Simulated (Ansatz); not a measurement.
Structure relaxation, ScCo

The start is a generated cell, ScCo built in the AFLOW prototype AB_cP8_198_a_a (B20, as in FeSi). A full variable-cell relaxation at zero pressure is run with PBE (plane waves to 420 eV, PAW, scalar-relativistic; Ansatz, a program for electronic structure). The first steps use a coarse 7×7×7 k-mesh.

The start:
```yaml
crystal:
  lattice:
    - [4.98803, 0.00000, 0.00000]
    - [0.00000, 4.98803, 0.00000]
    - [0.00000, 0.00000, 4.98803]
  atoms:
    - { symbol: Sc, position: [0.13652, 0.13652, 0.13652] }
    - { symbol: Sc, position: [0.63652, 0.36348, 0.86348] }
    - { symbol: Sc, position: [0.86348, 0.63652, 0.36348] }
    - { symbol: Sc, position: [0.36348, 0.86348, 0.63652] }
    - { symbol: Co, position: [0.84240, 0.84240, 0.84240] }
    - { symbol: Co, position: [0.34240, 0.65760, 0.15760] }
    - { symbol: Co, position: [0.15760, 0.34240, 0.65760] }
    - { symbol: Co, position: [0.65760, 0.15760, 0.34240] }
```
Spin-polarised start, with parallel moments on Co.

Largest initial force: 0.95 eV/Å, on Sc1, Sc2, Sc3, Sc4 (atoms numbered as listed)
Outcome: The space group stays P2₁3 (No. 198) (the run could not lower it); the end is AFLOW prototype AB_cP8_198_a_a (B20, as in FeSi), with 8 atoms in the primitive cell
Energy released: 0.07 eV/atom
Shortest distances (start → end): The closest pairs of elements (up to four, under 3.6 Å), start → end: Co–Sc 2.54 → 2.60 Å; Sc–Sc 3.06 → 3.12 Å; Co–Co 3.09 → 3.09 Å
Band gap at the end: no gap on the sampled points, where the bands overlap only slightly; such a result is sensitive to mesh and level
Moments at the end: zero (the starting moments vanished)
Optimiser moves: 4

Final structure:

Space group P2₁3 (No. 198); a = b = c = 5.005 Å, α = β = γ = 90.00°

| atom | site | symmetry | x | y | z |
|---|---|---|---|---|---|
| Sc | 4a | .3. | 0.1661 | 0.1661 | 0.1661 |
| Co | 4a | .3. | 0.8468 | 0.8468 | 0.8468 |

Final values are on a 9×9×9 k-mesh of the relaxed cell. No spin polarisation in the result: the starting moments vanished. A magnetic state may lie lower.

The run could not lose the symmetry of its start: the end is stationary, and may be a saddle point rather than a minimum.

The relaxed structure here is a generated cell of ScCo: the first start was made by placing the elements on the sites of a structure type, and the end was not matched to a known phase here, so it may be hypothetical.
